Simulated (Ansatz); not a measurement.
Computed with DFT PBE, scalar-relativistic, plane waves, PAW in Ansatz 0.2.0. Settings: cutoff 420 eV, Γ-centred meshes spaced at most about 0.3 Å⁻¹, and about 0.25 Å⁻¹ or finer for metals (2π included), Gaussian smearing. No spin polarisation in the final relaxations.

All energies are static (0 K, no zero-point motion). All come from trial cells, and lower structures may exist.

Question: Which of these relaxed structures of SnSe5 is the lowest in energy?
A.

```
Sn Se
1.0
     7.21533    0.00000    0.00000
    -3.60766    6.24865    0.00000
     0.00000    0.00000    3.55028
Sn Se
1 5
Direct
  0.00000 0.00000 0.00000
  0.33333 0.66667 0.00000
  0.66667 0.33333 0.00000
  0.50000 0.00000 0.50000
  0.50000 0.50000 0.50000
  0.00000 0.50000 0.50000
```

B.

```
Sn Se
1.0
     3.82511    0.00000    0.00000
    -1.91256    3.31264    0.00000
     0.00000    0.00000   11.54310
Sn Se
1 5
Direct
  0.00000 0.00000 0.00000
  0.66667 0.33333 0.84599
  0.00000 0.00000 0.64998
  0.66667 0.33333 0.50000
  0.00000 0.00000 0.35002
  0.66667 0.33333 0.15401
```

C.

```
Sn Se
1.0
     5.60436    0.00000    0.00000
    -2.80218    4.85351    0.00000
     0.00000    0.00000    5.74642
Sn Se
1 5
Cartesian
  0.0000 0.0000 0.0000
  0.0000 3.2357 1.1302
  2.8022 1.6178 1.1302
  2.8022 1.6178 4.6163
  0.0000 3.2357 4.6163
  0.0000 0.0000 2.8732
```

D.

```
Sn Se
1.0
     6.47248    0.00000    0.00000
    -3.23624    5.60533    0.00000
     0.00000    0.00000    3.91396
Sn Se
1 5
Direct
  0.00000 0.00000 0.50000
  0.33333 0.66667 0.50000
  0.00000 0.65042 0.00000
  0.65042 0.00000 0.00000
  0.34958 0.34958 0.00000
  0.66667 0.33333 0.50000
```

Answer: B. It has space group P-6m2 (No. 187); the next, D, with space group P-62m (No. 189), lies 28 meV/atom higher. Counting Se atoms around Sn (those within 1.25 times the shortest such distance or 1.15 times the sum of covalent radii, 1.27 where that leaves under three; a plus sign parts nearer from farther groups), the lowest has Sn 6 and the next has Sn 6+6. Even the lowest lies +0.16 eV/atom against the elements.

For metals, differences of a few meV/atom aren't resolved. No dispersion correction is applied, so the spacing and binding between layers, chains or molecules are poorly described (P-6m2), and this can change margins and order among such cells. Cells relaxed within their symmetry can be saddle points. Some types were kept out of the candidates beforehand, so the set may lack a known form.
